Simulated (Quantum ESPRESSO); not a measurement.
# In3HfO5N: a curve over strain

Simulated, not a measurement. The program is pw.x of Quantum ESPRESSO 7.5 (plane-wave density functional theory). The cell is made up: 10 atoms on a corundum lattice, with randomly drawn elements, strain and displacements, not relaxed. PseudoDojo standard norm-conserving files (v0.5 for PBE, v0.4.1 for LDA and PBEsol) set the functional; there is no spin polarisation, spin-orbit coupling or dispersion term, and the masses in the input are unused placeholders.

The hafnium pseudopotential is less sure than the others, with forces about 3 percent (worst 6) and pressure in oxides about 1.5 GPa (worst 2.7) from a second method in checks, which no rerun with the same files tests.

Seven runs add a strain to one cell (along z); the atoms follow the cell and are not relaxed. Stress in the table is positive in tension.

Input of the run at -0.0020:

```
&control calculation='scf', pseudo_dir='./dojo.nc.sr.pbe.v0_5.standard.upf', outdir='./o', disk_io='low', tprnfor=.true., tstress=.true. /
&system ibrav=0, nat=10, ntyp=4, nbnd=49, ecutwfc=84.00895049, nosym=.true., tot_charge=0,
 occupations='smearing', smearing='fd', degauss=0.0018374661
/
&electrons conv_thr=7.350e-09, electron_maxstep=60, /
ATOMIC_SPECIES
Hf 1.0 Hf.upf
In 1.0 In.upf
N 1.0 N.upf
O 1.0 O.upf
CELL_PARAMETERS angstrom
2.9231 1.6925 5.1022
-2.8347 1.6906 5.0528
0.0426 -3.3205 5.0571
ATOMIC_POSITIONS angstrom
In 0.0767 0.0629 5.3909
In -0.0135 0.0056 2.2603
In 0.114 0.0351 9.9152
Hf 0.0951 -0.003 12.9159
O -1.0451 1.6222 8.9384
N -0.8735 -1.7901 8.9032
O 2.0352 0.176 8.9171
O 1.1693 -1.6887 6.326
O 0.8987 1.776 6.3615
O -1.9221 -0.1214 6.2856
K_POINTS automatic
5 5 5 1 1 1
```

| added strain | free energy less that of the input shown (eV) | stress xx (GPa) | stress yy (GPa) | stress zz (GPa) | stress xy (GPa) | pressure (GPa) | iterations |
| --- | --- | --- | --- | --- | --- | --- | --- |
| -0.0237 | -0.1268 | 13.83 | 15.76 | 4.01 | -1.12 | -11.20 | 15 |
| -0.0216 | -0.1187 | 13.96 | 15.87 | 4.49 | -1.11 | -11.44 | 15 |
| -0.0130 | -0.0761 | 14.44 | 16.28 | 6.39 | -1.10 | -12.37 | 15 |
| -0.0105 | -0.0607 | 14.57 | 16.39 | 6.93 | -1.09 | -12.63 | 15 |
| -0.0020 | 0.0000 | 15.00 | 16.75 | 8.73 | -1.08 | -13.49 | 15 |
| +0.0066 | 0.0754 | 15.39 | 17.08 | 10.46 | -1.06 | -14.31 | 15 |
| +0.0217 | 0.2400 | 16.01 | 17.58 | 13.36 | -1.03 | -15.65 | 15 |

A cubic fit gives a slope of stress zz against the added strain of 205 GPa at zero added strain, with the atoms clamped. Across the table the free energy follows the integral of the stress to within 0.9 meV. A rerun of one of the cells at a cutoff of 1437 eV and k mesh 7 x 7 x 7 moved values by no more than 0.003 eV in energy, 0.03 GPa in stress and 0.002 eV/Å in force.